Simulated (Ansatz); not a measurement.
P2W:
```
CELL_PARAMETERS angstrom
      1.57440    -5.56650     0.00000
      1.57440     5.56650     0.00000
      0.00000     0.00000     4.95509
ATOMIC_POSITIONS crystal
  P  0.07008 0.92992 0.38276
  P  0.92992 0.07008 0.88276
  P  0.79703 0.20297 0.20056
  P  0.20297 0.79703 0.70056
  W  0.40685 0.59315 0.49968
  W  0.59315 0.40685 0.99968
```

Relaxed with PBEsol. Special points in fractions of this cell's reciprocal vectors: Γ (0.000, 0.000, 0.000); Y (-0.500, 0.500, 0.000); C0 (-0.270, 0.730, 0.000); Σ0 (0.270, 0.270, 0.000); Z (0.000, 0.000, 0.500); A0 (0.270, 0.270, 0.500); E0 (-0.270, 0.730, 0.500); T (-0.500, 0.500, 0.500); S (0.000, 0.500, 0.000); R (0.000, 0.500, 0.500).

### Question
List the band energies nearest the Fermi level at these points for PBEsol with spin–orbit coupling (plane waves, PAW; program Ansatz).

### Answer
In eV from the Fermi level; about four levels below and three above (degenerate sets whole), none deeper than 8.9 eV; points with the same levels are listed once.

```json
[
 {"k": "Γ", "below": "-1.24 -1.24 -0.86 -0.86", "above": "0.28 0.28 1.28 1.28"},
 {"k": "Y", "below": "-0.73 -0.73 -0.12 -0.12", "above": "0.53 0.53 1.03 1.03"},
 {"k": "C0", "below": "-2.42 -2.37 -2.03 -1.87", "above": "0.08 0.12 1.32"},
 {"k": "Z", "below": "-0.16 -0.16 -0.16 -0.16", "above": "0.96 0.96 0.96 0.96"},
 {"k": "A0", "below": "-1.30 -1.30 -1.23 -1.23", "above": "1.76 1.76 1.87 1.87"},
 {"k": "T", "below": "-1.13 -1.13 -1.13 -1.13", "above": "0.99 0.99 0.99 0.99"},
 {"k": "S", "below": "-2.77 -2.77 -1.66 -1.66", "above": "0.20 0.20 1.06 1.06"},
 {"k": "R", "below": "-1.07 -1.07 -1.07 -1.07", "above": "1.24 1.24 1.33 1.33"}
]
```

Space group Cmc2_1. The workflow started from a Materials Project entry (that database holds measured and hypothetical structures alike); the Crystallography Open Database files this formula in space group No. 36, but the cells were not matched. Its standing as an ambient phase is unchecked. Symmetry was held in the PBEsol relaxation; of distortions, only those at the zone centre were tested. No spin polarisation was allowed.

Potentials: the later of the program's two PAW sets.
